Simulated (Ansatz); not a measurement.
Relaxed candidate structures of LiCl:

A. F-43m (No. 216), cF8, zinc blende type; a = b = c = 5.441 Å, α = β = γ = 90.00°; Cl 4d (0.750, 0.750, 0.750); Li 4a (0.000, 0.000, 0.000)

B. Fm-3m (No. 225), cF8, rock salt type; a = b = c = 5.064 Å, α = β = γ = 90.00°; Cl 4a (0.000, 0.000, 0.000); Li 4b (0.500, 0.500, 0.500)

### Question
Put the candidates in order of energy per atom, lowest first, for PBEsol (plane waves to 420 eV, PAW, scalar-relativistic; Ansatz, a quantum-chemistry and plane-wave program).

### Answer
B (reference, the lowest of the structures calculated here), A (+0.019 eV/atom)

### Question
Give each candidate's band gap.

### Answer
No candidate is metallic. A: 5.88 eV (no spin-orbit coupling); B: 6.35 eV (no spin-orbit coupling).

Each run could gain symmetry but not lose that of its start, so entries can be saddle points. From databases, or of a type measured for this composition: Fm-3m, cF8, rock salt type; the others are generated cells (placed on structure types, drawn at random, substituted or restacked) that were not matched to a known phase here. Energies are at zero temperature and pressure, without zero-point motion. No spin polarisation in the result.
